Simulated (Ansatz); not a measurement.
A geometry of ZrS₂ away from equilibrium: the start of the relaxation of a generated cell, ZrS2 placed in the AFLOW prototype A2B_tI12_141_e_a (C5, as in TiO2). All values below come from PBEsol (plane waves to 420 eV, PAW, scalar-relativistic; Ansatz, a program for electronic structure). Γ-centred k-mesh 7×7×7 on the run's cell (coarser than for final values), Fermi–Dirac smearing 0.05 eV.

```xyz
6
Lattice="-2.2904 2.2904 5.7571 2.2904 -2.2904 5.7571 2.2904 2.2904 -5.7571" Properties=species:S:1:pos:R:3 pbc="T T T"
S      0.0000     0.0000     3.8349
S      2.2904     0.0000     4.8008
S      0.0000     0.0000     7.6793
S      2.2904     0.0000     0.9564
Zr     0.0000     2.2904     2.8786
Zr     0.0000     0.0000     0.0000
```

Question: Predict the force on each atom, in eV/Å.

Answer: 
```tsv
atom	Fx	Fy	Fz
S1	0.00	0.00	-0.69
S2	0.00	0.00	0.69
S3	0.00	0.00	0.69
S4	0.00	0.00	-0.69
Zr5	0.00	0.00	0.00
Zr6	0.00	0.00	0.00
```

Question: What is the pressure?

Answer: +2.4 GPa, compression positive.

Question: How far above the relaxed end point is this geometry?

Answer: 1.04 eV/atom; the path ends in I4₁/amd (No. 141) (anatase type).

No spin polarisation in the result.

The run could not lose the symmetry of its start: the end is stationary, and may be a saddle point rather than a minimum.

The end of the path is a generated cell of ZrS2: the first start was made by placing the elements on the sites of a structure type, and the end was not matched to a known phase here, so it may be hypothetical. Known forms of ZrS2 include space group No. 164.
